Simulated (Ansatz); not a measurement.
YOF:
```cif
data_F6O6Y6
_chemical_formula_sum 'Y6 O6 F6'
_space_group_name_H-M_alt 'R-3m :H'
_space_group_IT_number 166
_space_group_name_Hall '-R 3 2"'
_cell_length_a 3.73770
_cell_length_b 3.73770
_cell_length_c 18.57316
_cell_angle_alpha 90.000
_cell_angle_beta 90.000
_cell_angle_gamma 120.000
loop_
_atom_site_label
_atom_site_type_symbol
_atom_site_symmetry_multiplicity
_atom_site_Wyckoff_symbol
_atom_site_fract_x
_atom_site_fract_y
_atom_site_fract_z
_atom_site_occupancy
Y1 Y 6 c 0.00000 0.00000 0.25820 1
O1 O 6 c 0.00000 0.00000 0.37881 1
F1 F 6 c 0.00000 0.00000 0.13043 1
```
(The calculation used a cell of 6 atoms; values per cell refer to that cell.)

Relaxed with LDA.

Task: Give the optical modes at the zone centre with their infrared and Raman activity from DFPT, DFT-LDA in the program Ansatz with PAW potentials.

Result: Transverse frequencies, without the LO–TO term; a row sums one degenerate level.

| ω (cm⁻¹) | degeneracy | IR ((D/Å)²/amu) | Raman (Å⁴/amu) | activity | symmetry |
|---|---|---|---|---|---|
| 140 | 2 | 0.00 | 4.1 | Raman | Eg |
| 242 | 2 | 26.46 | 0 | IR | Eu |
| 250 | 1 | 0.00 | 6.4 | Raman | A1g |
| 263 | 1 | 18.41 | 0 | IR | A2u |
| 316 | 2 | 0.00 | 5.1 | Raman | Eg |
| 364 | 1 | 0.00 | 0.29 | Raman | A1g |
| 431 | 2 | 31.20 | 0 | IR | Eu |
| 478 | 2 | 0.00 | 54 | Raman | Eg |
| 481 | 1 | 0.00 | 9.3 | Raman | A1g |
| 492 | 1 | 5.19 | 0 | IR | A2u |

Task: How high does the top mode go among those that the LO–TO term moves?

Result: 610 cm⁻¹ for q along x, 610 cm⁻¹ for q along y, 587 cm⁻¹ for q along z.

The first step of the workflow began from a Materials Project structure, measured or hypothetical; the Crystallography Open Database files this formula in space group No. 166, but the cells were not matched. Its standing as an ambient phase is unchecked. The cell was relaxed with LDA under the symmetry of its start; its stability against distortions is not shown here. The run is not spin-polarised.

Potentials: the earlier of the program's two PAW sets. The files were generated under PBE; for other functionals the program regenerates the frozen cores, and for LDA and PBEsol the local potential too.
